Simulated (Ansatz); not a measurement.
Clean, relaxed (100) surface of Si₃N₄, space group P6_3/m (No. 176), its top face closed with OH (H on the anions), its bottom face closed with OH (H on the anions) (top face towards +c; held atoms: 1, 2, 3, 4, 5, 6, 7, 8, 9, 10, 11, 12, 13, 14):

```yaml
crystal:
  lattice:
    - [5.82262, 0.00000, 0.00000]
    - [0.00000, 7.61924, 0.00000]
    - [0.00000, 0.00000, 25.87657]
  atoms:
    - { symbol: Si, position: [0.37500, 0.52904, 0.39641] }
    - { symbol: Si, position: [0.87500, 0.52904, 0.39641] }
    - { symbol: N, position: [0.12500, 0.00000, 0.41500] }
    - { symbol: N, position: [0.62500, 0.00000, 0.41500] }
    - { symbol: N, position: [0.12500, 0.63509, 0.41587] }
    - { symbol: N, position: [0.62500, 0.63509, 0.41587] }
    - { symbol: N, position: [0.37500, 0.32009, 0.42349] }
    - { symbol: N, position: [0.87500, 0.32009, 0.42349] }
    - { symbol: Si, position: [0.12500, 0.20984, 0.44080] }
    - { symbol: Si, position: [0.62500, 0.20984, 0.44080] }
    - { symbol: Si, position: [0.12500, 0.81920, 0.45561] }
    - { symbol: Si, position: [0.62500, 0.81920, 0.45561] }
    - { symbol: N, position: [0.37500, 0.81500, 0.49238] }
    - { symbol: N, position: [0.87500, 0.81500, 0.49238] }
    - { symbol: N, position: [0.12513, 0.18503, 0.50742] }
    - { symbol: N, position: [0.62513, 0.18503, 0.50742] }
    - { symbol: Si, position: [0.37515, 0.17684, 0.54437] }
    - { symbol: Si, position: [0.87515, 0.17684, 0.54437] }
    - { symbol: Si, position: [0.37495, 0.78433, 0.55915] }
    - { symbol: Si, position: [0.87495, 0.78433, 0.55915] }
    - { symbol: N, position: [0.12493, 0.67352, 0.57719] }
    - { symbol: N, position: [0.62493, 0.67352, 0.57719] }
    - { symbol: N, position: [0.37545, 0.35841, 0.58549] }
    - { symbol: N, position: [0.87545, 0.35841, 0.58549] }
    - { symbol: N, position: [0.37509, 0.99407, 0.58308] }
    - { symbol: N, position: [0.87509, 0.99407, 0.58308] }
    - { symbol: Si, position: [0.12565, 0.46415, 0.60350] }
    - { symbol: Si, position: [0.62565, 0.46415, 0.60350] }
    - { symbol: O, position: [0.36139, 0.51741, 0.33221] }
    - { symbol: O, position: [0.86139, 0.51741, 0.33221] }
    - { symbol: H, position: [0.51209, 0.50549, 0.31593] }
    - { symbol: H, position: [0.01209, 0.50549, 0.31593] }
    - { symbol: H, position: [0.12602, 0.98047, 0.37629] }
    - { symbol: H, position: [0.62602, 0.98047, 0.37629] }
    - { symbol: H, position: [0.37466, 0.01395, 0.62185] }
    - { symbol: H, position: [0.87466, 0.01395, 0.62185] }
    - { symbol: O, position: [0.13920, 0.47724, 0.66776] }
    - { symbol: O, position: [0.63920, 0.47724, 0.66776] }
    - { symbol: H, position: [0.98849, 0.48975, 0.68398] }
    - { symbol: H, position: [0.48849, 0.48975, 0.68398] }
```

The calculation used DFT PBE+D3(BJ), scalar-relativistic, plane waves, PAW (Ansatz 0.2.0). Settings: cutoff 420 eV, Γ-centred mesh 3×2×1 on the computed 42-atom cell, Gaussian smearing of 0.05 eV; no spin polarisation. The cell repeats along c with a dipole correction in the vacuum.

HCl is put on the top face, one molecule per 44.4 Å², and relaxed from 2 starts; the cell is lengthened along c to keep the vacuum. E_ads is per molecule, from the clean relaxed slab and the free relaxed molecule; negative means bound; no zero-point or thermal terms, forces under 0.04 eV/Å, and the free molecule is spin-polarised where open-shell. Heights count from the highest slab atom. Δp counts per cell along +c.

```tsv
start	E_ads (eV)	molecule	lowest atom's height (Å)	shortest contact	Δp (e·Å)
upright, lowest atom H over a top H site	-0.57	whole	0.08	H–O 1.67 Å	-0.093
flat, lowest atom Cl over a hollow over H site	-0.57	whole	0.09	H–O 1.69 Å	-0.096
```

Each end is the local minimum that its start leads to.